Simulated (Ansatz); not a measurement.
Input:

BaTiO$_{3}$:
Space group P4mm (No. 99); a = 3.9270 Å, b = 3.9270 Å, c = 3.9745 Å, α = 90.00°, β = 90.00°, γ = 90.00°

| atom | site | symmetry | x | y | z |
|---|---|---|---|---|---|
| Ba | 1b | 4mm | 0.5000 | 0.5000 | 0.5795 |
| Ti | 1a | 4mm | 0.0000 | 0.0000 | 0.0917 |
| O | 2c | 2mm. | 0.0000 | 0.5000 | 0.0651 |
| O | 1a | 4mm | 0.0000 | 0.0000 | 0.5585 |

This is the LDA-relaxed structure.

### Question
All from DFT-LDA in the program Ansatz with PAW potentials, unless another level is named. Give the electronic dielectric constant ε∞ (DFPT).

### Answer
6.56 (xx = yy), 6.04 (zz).

### Question
Predict the largest static χ(2) component.

### Answer
36 pm/V.

### Question
Give the Born charges (a third of the trace).

### Answer
Ba +2.79, Ti +6.85, O -3.29 to -3.07 e.

The cell was relaxed with LDA under the symmetry of its start. At this level the phase is dynamically unstable (imaginary phonons). The run is not spin-polarised. Spin–orbit coupling is left out wherever it is not named.

Potentials: the earlier of the program's two PAW sets. The files were generated under PBE; for other functionals the program regenerates the frozen cores, and for LDA and PBEsol the local potential too.
